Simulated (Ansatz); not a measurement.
AlAs (zinc blende), conventional cell a = b = c = 5.675 Å, α = β = γ = 90.00°. The calculation uses the primitive cell of 2 atoms, to which meshes and values per cell refer.

Two coordinates are scanned: the volume, and the ratio of the stretch along z (the conventional c axis) to the stretch across it. Atoms keep their fractional coordinates.

Level of theory: PBEsol (plane waves to 420 eV, PAW, scalar-relativistic; Ansatz, a program for electronic structure). k mesh 10×10×10 (Γ-centred), Fermi-Dirac smearing 0.05 eV. Energies are smeared free energies. AlAs was relaxed with its symmetry unable to fall. The zero of ΔE is the relaxed starting cell.

| ΔE (eV/atom) | V/V₀ = 0.920 | V/V₀ = 0.960 | V/V₀ = 1.000 | V/V₀ = 1.040 | V/V₀ = 1.080 |
|---|---|---|---|---|---|
| (c/a)/(c/a)₀ = 0.920 | 0.0509 | 0.0231 | [?] | 0.0243 | 0.0463 |
| (c/a)/(c/a)₀ = 0.960 | 0.0414 | 0.0125 | 0.0040 | [?] | 0.0332 |
| (c/a)/(c/a)₀ = 1.000 | 0.0381 | 0.0089 | 0.0000 | 0.0077 | 0.0287 |
| (c/a)/(c/a)₀ = 1.040 | 0.0417 | 0.0127 | 0.0041 | [?] | 0.0333 |
| (c/a)/(c/a)₀ = 1.080 | 0.0528 | 0.0247 | [?] | 0.0253 | 0.0470 |

Task: Some entries are withheld; supply them.

Result: 
- (c/a)/(c/a)₀ = 0.920, V/V₀ = 1.000: 0.0156
- (c/a)/(c/a)₀ = 0.960, V/V₀ = 1.040: 0.0119
- (c/a)/(c/a)₀ = 1.040, V/V₀ = 1.040: 0.0120
- (c/a)/(c/a)₀ = 1.080, V/V₀ = 1.000: 0.0168

(Under strain, the slope of the energy per volume gives the stress and its curvature an elastic modulus.)
